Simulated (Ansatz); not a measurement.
# CaPd₂Ge₂: pressure against volume

CaPd₂Ge₂, I4/mmm, a = 4.301 Å, c = 10.141 Å. The structure is a Materials Project entry; whether it is the stable form wasn't checked. Ansatz: r2SCAN, PAW, 500 eV, Γ-centred 12×12×12 mesh on 5 atoms, Gaussian smearing 0.10 eV; no spin polarisation. Shape and atoms are relaxed at each volume; pressure is positive in compression.

| V (Å³/atom) | P (GPa) |
| --- | --- |
| 17.067 | ? |
| 17.630 | 6.82 |
| 18.192 | 3.13 |
| 18.755 | 0.00 |
| 19.318 | -2.62 |
| 19.880 | -4.80 |
| 20.631 | -7.10 |

Take V0 = 18.755 Å³/atom, fit the third-order Birch–Murnaghan form to the other rows, and predict the missing pressure.

With the Eulerian strain f = ½[(V0/V)^(2/3) − 1] and y = P/[3f(1 + 2f)^(5/2)], the form is the line y = B0 + 1.5 B0 (B0′ − 4) f. Rows (f, y): 0.02105, 97.4; 0.01026, 96.7; -0.00976, 94.0; -0.01905, 92.6; -0.03079, 90.1. Means f = -0.005658, y = 94.160; Σ(Δf)² = 0.001794, ΣΔfΔy = 0.2505; the slope is their ratio. y = 94.95 + 139.6 f GPa, so B0 = 95.0 GPa and B0′ = 4 + 2 × (139.6)/(3 × 94.95) = 4.98. At V = 17.067, f = 0.03245, y = 99.48 and P = 11.33 GPa. The run gave 11.16 GPa, so the fit is 0.17 GPa too high, 0.93 % of the span of the series, against an rms of 0.03 GPa on the fitted rows. The row lies outside the fitted range. The points of y bend away from a line: a fourth-order term fitted to them gives P = 11.15 GPa at this row's volume (the line 11.33, the run 11.16).

Cost: 7 runs of about 72 core-minutes in all, on AMD EPYC (Zen 3) (shared hosts).